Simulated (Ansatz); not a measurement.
Suppose SrAl2O2 takes space group P-3m1 (No. 164), with Sr on 1b; Al on 2d; O on 2d.

Method: Ansatz, DFT PBE, scalar-relativistic, plane waves, PAW. Cutoff 420 eV, Γ-centred mesh, Gaussian smearing, no spin polarisation.

Formation energies are uncorrected and refer to the elements' standard structures at the same level (O₂ as a molecule).

Question: Which cell and coordinates does it relax to?

Answer:

Space group P-3m1 (No. 164). a = 3.488 Å, b = 3.488 Å, c = 8.028 Å, α = 90.00°, β = 90.00°, γ = 120.00°
| atom | site | symmetry | x | y | z |
| --- | --- | --- | --- | --- | --- |
| Sr | 1b | -3m. | 0.0000 | 0.0000 | 0.5000 |
| Al | 2d | 3m. | 0.3333 | 0.6667 | 0.8545 |
| O | 2d | 3m. | 0.3333 | 0.6667 | 0.0965 |

Around Sr lie 6 Al at 3.49 Å, 6 Sr at 3.49 Å and 6 O at 3.81 Å; Al has 4 O at 1.94–2.05 Å, 3 Al at 3.08 Å, 3 Sr at 3.49 Å and 6 Al at 3.49 Å; O has 4 Al at 1.94–2.05 Å, 3 O at 2.54 Å, 6 O at 3.49 Å and 3 Sr at 3.81 Å. Another local minimum with the same sites may exist.

Question: And its energy and gap?

Answer: The formation energy is −1.47 eV/atom. The gap on the 12×12×6 mesh of the 5-atom cell is 0 eV (a metal).

The last run used Gaussian smearing of 0.10 eV. A structure relaxed within its symmetry needn't be a true minimum. Another cell of SrAl2O2 relaxed alike, in Cmmm, lies 0.30 eV/atom lower, so this cell isn't the stable form at this level.
